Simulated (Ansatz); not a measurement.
input.yaml (Ansatz)

```yaml
crystal:
  lattice:
    - [14.0, 0.0, 0.0]
    - [0.0, 14.4, 0.0]
    - [0.0, 0.0, 14.8]
  atoms:
    - { symbol: Mg, position: [0.5, 0.5, 0.5], spin: 0.01 }
  symmetry: { detect: false, time_reversal: true }
hamiltonian:
  xc: blyp
  pseudopotentials:
    kind: paw
    azcp:
      Mg: "pseudopotentials/Mg.paw.azcp"
basis:
  ecutwfc: 420
  fft_grid_basis: typed
kpoints:
  mp_grid: { grid: [1, 1, 1], shift: [0, 0, 0] }
magnetization:
  spin_polarized: true
scf:
  occupations: { method: fermi_dirac, width: 0.01 }
```

Output

```
Engine: ansatz 0.2.0, aarch64-unknown-linux-gnu
Pseudopotentials: kind: paw
Pseudopotential: Mg, paw, valence charge 10, recommended cutoff 420 eV (normal) 
Functional definition: BLYP
  parameter beta = 0.0042
  parameter a = 0.04918
  parameter b = 0.132
  parameter c = 0.2533
  parameter d = 0.349
  exchange = b88_x(beta = beta)
  correlation = lyp_c(a = a, b = b, c = c, d = d)
Crystal: 1 atoms, lattice volume = 2983.680 Å³
Basis set: ecut = 420 eV, 58327 PW (Γ), exchange–correlation on 192×200×200 points (8 copies of the dense FFT grid, shifted against one another)
Bands: 10, of which v1, the nominal top of the filled ones, is band 5 counted from 1 (4 counted from 0)
Symmetry: 1 space group operations
k-points: 1
Non-local potential: Mg, projectors of the file, l = 0: 3, l = 1: 2, l = 2: 1
PAW form: soft (Blöchl's): semilocal exchange-correlation on the pseudo side does not see the compensation charge
PAW frozen core: Mg, regenerated for the run's functional, and the local potential with it (the file was generated under x = pbe(κ = 0.804, μ = 0.2195149727645171), c = pbe(β = 0.06672455060314922))
PAW one-centre angular grid: Mg, 110 points (default); XC on 64 Gauss nodes
Initial density: superposition of atomic densities (neutral atoms: chi_scale 0, normalization atom)
Starting moments: Σ|m| = 0.01 μB on 1 of 1 site
Initial wavefunctions: pseudopotential atomic-orbital guess
Functional: x = b88, c = lyp
iter 1 solved again at ethr=1.29e-5 eV; its pass at ethr=3.10e-3 eV (dr2=1.29e-3 eV) is discarded
SCF iter   1: F=—  HF=-1926.052347 eV  |F-HF|=—  |Δ(HF+E_count)|=         —  Δρ=1.51e-4 (↑1.51e-4 ↓1.07e-4)  dr2=1.30e-3  dr2_m=2.06e-4  M=0.000 μB ∫|m|=0.000 μB  β_m=0.30  ethr=1.29e-5  ⟨swp⟩=3.0  Hψ=262  notcnv=0
spin=Collinear: Resta preconditioning applied to the charge; magnetization (m = ρ↑ − ρ↓) channel mixes plain (no charge-response kernel on spin).
SCF iter   2: F=—  HF=-1926.052237 eV  |F-HF|=—  |Δ(HF+E_count)|=   1.10e-4  Δρ=1.01e-4 (↑1.01e-4 ↓7.37e-5)  dr2=5.50e-4  dr2_m=1.01e-4  M=0.000 μB ∫|m|=0.000 μB  β_m=0.30  ethr=1.29e-5  ⟨swp⟩=4.0  Hψ=36  notcnv=0
SCF iter   3: F=—  HF=-1926.052201 eV  |F-HF|=—  |Δ(HF+E_count)|=   3.61e-5  Δρ=4.64e-5 (↑4.07e-5 ↓4.64e-5)  dr2=8.23e-6  dr2_m=5.09e-5  M=0.000 μB ∫|m|=0.000 μB  β_m=0.30  ethr=5.50e-6  ⟨swp⟩=5.0  Hψ=54  notcnv=0
SCF iter   4: F=—  HF=-1926.052201 eV  |F-HF|=—  |Δ(HF+E_count)|=   3.64e-7  Δρ=3.14e-5 (↑3.14e-5 ↓3.01e-5)  dr2=3.10e-6  dr2_m=2.53e-5  M=0.000 μB ∫|m|=0.000 μB  β_m=0.30  ethr=8.23e-8  ⟨swp⟩=2.0  Hψ=38  notcnv=0
SCF iter   5: F=—  HF=-1926.052206 eV  |F-HF|=—  |Δ(HF+E_count)|=   4.94e-6  Δρ=2.18e-5 (↑2.18e-5 ↓2.13e-5)  dr2=6.96e-8  dr2_m=1.27e-5  M=0.000 μB ∫|m|=0.000 μB  β_m=0.30  ethr=3.10e-8  ⟨swp⟩=2.0  Hψ=22  notcnv=0
SCF iter   6: F=—  HF=-1926.052207 eV  |F-HF|=—  |Δ(HF+E_count)|=   1.22e-6  Δρ=1.54e-5 (↑1.54e-5 ↓1.51e-5)  dr2=1.00e-9  dr2_m=6.38e-6  M=0.000 μB ∫|m|=0.000 μB  β_m=0.30  ethr=6.96e-10  ⟨swp⟩=2.0  Hψ=30  notcnv=0
Mixer restart at iter 6: flushing history
spin-set hold released at iteration 6 (site moments contracting): the magnetisation degrees of freedom join the quasi-Newton model from the next iteration; the mixer history was flushed
SCF iter   7: F=—  HF=-1926.052208 eV  |F-HF|=—  |Δ(HF+E_count)|=   5.93e-7  Δρ=1.09e-5 (↑1.09e-5 ↓1.08e-5)  dr2=3.28e-10  dr2_m=3.20e-6  M=0.000 μB ∫|m|=0.000 μB  β_m=0.65  ethr=1.00e-11  ⟨swp⟩=3.0  Hψ=45  notcnv=0
SCF iter   8: F=—  HF=-1926.052208 eV  |F-HF|=—  |Δ(HF+E_count)|=   6.03e-7  Δρ=6.80e-8 (↑6.67e-8 ↓6.80e-8)  dr2=7.68e-12  dr2_m=1.23e-10  M=0.000 μB ∫|m|=0.000 μB  β_m=0.81  ethr=3.28e-12  ⟨swp⟩=3.0  Hψ=48  notcnv=0
iter 9 did not close the SCF: its close was put off for the exchange–correlation potential of the local minority spin (scf_convergence_deferred on its scf_iter line)
SCF iter   9: F=-1926.052208 eV  HF=-1926.052208 eV  |F-HF|=1.48e-11  |Δ(HF+E_count)|=  2.33e-10  Δρ=1.53e-8 (↑1.51e-8 ↓1.53e-8)  dr2=4.29e-13  dr2_m=6.23e-12  M=0.000 μB ∫|m|=0.000 μB  β_m=0.90  ethr=1.00e-12  ⟨swp⟩=2.0  Hψ=38  notcnv=0
SCF iter  10: F=-1926.052208 eV  HF=-1926.052208 eV  |F-HF|=2.27e-13  |Δ(HF+E_count)|=  1.15e-10  Δρ=2.21e-9 (↑2.10e-9 ↓2.21e-9)  dr2=5.20e-13  dr2_m=1.89e-16  M=0.000 μB ∫|m|=0.000 μB  ethr=1.00e-12  ⟨swp⟩=1.0  Hψ=48  notcnv=0
SCF 1 converged in 10 iterations: F = -1926.052208 eV  dr2 = 5.20e-13
iteration 10: the least curvature of the free energy that was read at this close is 0.671 (0.671 in the run's own bands): not negative
WARN: the starting moments were not kept: the SCF closed with an absolute magnetisation of 1.0e-7 μB, where they sum to 0.01 μB in size (1 site). That is at most 0.1 of that sum. Measured as dr2_m measures the in/out step, that magnetisation stands 4.3e-16 eV from none, at or under the dr2_threshold of 1.0e-7 eV: it is no larger than a step whose dr2_m would equal this threshold. The system may hold no moment; this SCF shows only that its start led to no more than that. To try another start: raise the starting moments (crystal.atoms[].spin, magnetization.per_species, magnetization.initial_magnetization, or on a non-collinear deck that types none of these the spinor_matrix: blocks that start its atoms; where the total moment is fixed, keep their sum and leave initial_magnetization as it is; typed ones take the place of any that the run laid by itself, positive ones on a crystal's lanthanoids without a Hubbard term where scf.initial_density.shell_occupations: [] is typed) or, if the notice of its spin-set hold's release reads "site moments contracting" or "site moments show no strong build", lengthen the hold (scf.mixing.spin_hold: { on: { confirm: 4 } }; for m-r²SCAN on two components see the key's manual first). Each may lead to a state that holds a moment. A second SCF, from the converged charge density, with the starting moments and any scf.initial_density.shell_occupations laid on it anew, would have followed, and was not run: the deck does not ask for one (magnetization.retry_lost_moments is false, the default). To let it run, set magnetization.retry_lost_moments: true and run the deck again, where that key's refused combinations let it; where memory then withholds it, that run's warning says so.
SCF converged after 10 iterations
Magnetization: 0.0000 μB (5.0000 up, 5.0000 down)
Absolute magnetization: 0.0000 μB (∫|ρ↑−ρ↓|, with the PAW one-centre terms)
Spin contamination: 0.0000 ħ² per cell (⟨S²⟩ above its minimum at these occupations)
Per-site moments (μB) at R_I (Å): [(-3.35363155184999e-10, 5.775)]
Free energy (F): -1926.052208 eV
Harris-Foulkes:  -1926.052208 eV  (|F-HF|=2.27e-13)
Internal energy: -1926.052208 eV  (E = F + TS)
E sigma→0 (E₀):  -1926.052208 eV
Fermi energy:    -2.804970 eV
--- Per-component energies (eV) ---
  E_band       = -447.092896
  E_kinetic    = 72.280226
  E_local      = -2705.409317  (includes V_loc(G=0)·N_el)
  E_nonlocal   = 94.348928
  E_hartree    = 1078.164489
  E_xc         = -25.575374
  E_vxc        = -32.639216  (∫ρ·V_xc dr)
  E_paw        = -298.076822  (= ΣΔE_a)
  E_vpaw       = -32.002529  (= ΣTr[D̂ρ^β])
  E_aug_tail   = 0.000000  (compensation charges beyond the density's cutoff)
  E_ewald      = -141.786580
  E_core_change = 0.002240  (= ΣΔE_core)
  E_smearing   = -0.000000  (= −TS)
  E_closure    = -0.000000  (closes the sum)
  Σ components = -1926.052208   (vs F -1926.052208, Δ=0.00e0)
--- Band table (eV) ---
  k-point 0 ↑: bands = ["-79.5408", "-46.5050", "-46.5050", "-46.5050", "-4.4907", "-1.1093", "-1.1084", "-1.1071", "-0.1136", "0.5500"]
  k-point 0 ↓: bands = ["-79.5408", "-46.5050", "-46.5050", "-46.5050", "-4.4907", "-1.1093", "-1.1084", "-1.1071", "-0.1136", "0.5500"]
```
